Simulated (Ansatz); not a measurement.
Calculated coordination and 33S quadrupole coupling for Mg₂Cr₃InS₈

Cell: a computed structure from the Materials Project (it need not be an observed phase), atoms as given.

```yaml
crystal:
  lattice:
    - [3.65133, 2.10809, 6.06571]
    - [-3.65133, 2.10809, 6.06571]
    - [0.00000, -4.21619, 6.06571]
  atoms:
    - { symbol: Mg, position: [0.87497, 0.87497, 0.87497] }
    - { symbol: Mg, position: [0.12503, 0.12503, 0.12503] }
    - { symbol: Cr, position: [0.50000, 0.50000, 0.00000] }
    - { symbol: Cr, position: [0.00000, 0.50000, 0.50000] }
    - { symbol: Cr, position: [0.50000, 0.00000, 0.50000] }
    - { symbol: In, position: [0.50000, 0.50000, 0.50000] }
    - { symbol: S, position: [0.73645, 0.73645, 0.73645] }
    - { symbol: S, position: [0.25031, 0.25031, 0.71669] }
    - { symbol: S, position: [0.25031, 0.71669, 0.25031] }
    - { symbol: S, position: [0.71669, 0.25031, 0.25031] }
    - { symbol: S, position: [0.74969, 0.28331, 0.74969] }
    - { symbol: S, position: [0.28331, 0.74969, 0.74969] }
    - { symbol: S, position: [0.26355, 0.26355, 0.26355] }
    - { symbol: S, position: [0.74969, 0.74969, 0.28331] }
```

Sites (sets of like atoms) are named by element and the number of their first atom in this list.

The numbers come from a DFT calculation in Ansatz (r2SCAN, plane waves and PAW, scalar-relativistic, collinear spin, 500 eV cutoff, Γ-centred 5×5×5 k-points, Fermi–Dirac smearing 0.02 eV). Start moments as typed (μB): 3 on each Cr, none on the rest.

Q(33S) = -69.40 mb.

**Question.** Order the S environments from the weakest to the strongest quadrupole coupling.
A. S8: 2 Cr at 2.43 Å, 1 Mg at 2.44 Å, 1 In at 2.61 Å
B. S7: 3 Cr at 2.46 Å, 1 Mg at 2.52 Å

**Answer.** B (0.262 MHz, η = 0.00), A (3.16 MHz, η = 0.25).

An axis of threefold or higher order runs through S7, so V_zz lies along it and η is zero. Like point charges on the first shell alone (each adding as 1/d³) would give the same order.

The program didn't check the stability of this electronic state in full, so a lower one may lie near. Without spin–orbit coupling (the program notes it for In) the gradients are little affected as a rule: paired runs on crystals with a gap mostly move them by under 2 % at such atoms. All moments are parallel here, as the start or the cell imposes; many such compounds order antiparallel, where fields and spin densities carried over to other atoms largely cancel. The magnetic order is the one that the run reached from its start moments, not necessarily the measured one.
